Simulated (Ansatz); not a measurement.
SiO$_{2}$:
```
SiO2
1.0
    4.98259     0.00000     0.00000
    0.00000     4.98259     0.00000
    0.00000     0.00000     6.92104
Si O
4 8
Direct
  0.69788   0.69788   0.50000
  0.80212   0.19788   0.75000
  0.30212   0.30212   0.00000
  0.19788   0.80212   0.25000
  0.89139   0.76170   0.31887
  0.73830   0.39139   0.56887
  0.10861   0.23830   0.81887
  0.26170   0.60861   0.06887
  0.39139   0.73830   0.43113
  0.23830   0.10861   0.18113
  0.60861   0.26170   0.93113
  0.76170   0.89139   0.68113
```

Relaxed with r²SCAN. Special points in fractions of this cell's reciprocal vectors: Γ (0.000, 0.000, 0.000); X (0.000, 0.500, 0.000); M (0.500, 0.500, 0.000); Z (0.000, 0.000, 0.500); R (0.000, 0.500, 0.500); A (0.500, 0.500, 0.500).

Q: List the band energies nearest the valence-band maximum at these points for plane-wave PAW r²SCAN (Ansatz code).

A: In eV from the valence-band maximum; about four levels below and three above (degenerate sets whole), none deeper than 8.9 eV; points with the same levels are listed once.

```csv
k,below,above
Γ,-0.69 -0.31 -0.31 0.00,6.35 9.64 9.64
X,-0.65 -0.65 -0.50 -0.50,8.46 8.46 10.05 10.05
M,-0.59 -0.59 -0.54 -0.54,9.45 9.45 9.64 9.64
Z,-0.54 -0.54 -0.40 -0.40,7.63 7.63 10.34 10.34
R,-0.93 -0.93 -0.18 -0.18,8.90 8.90 9.60 9.60
A,-0.61 -0.61 -0.61 -0.61,9.98 9.98 9.98 9.98
```

Space group P4_12_12. The r²SCAN relaxation kept the symmetry of its start; phonons on a q-mesh show no instability.

Potentials: the earlier of the program's two PAW sets.
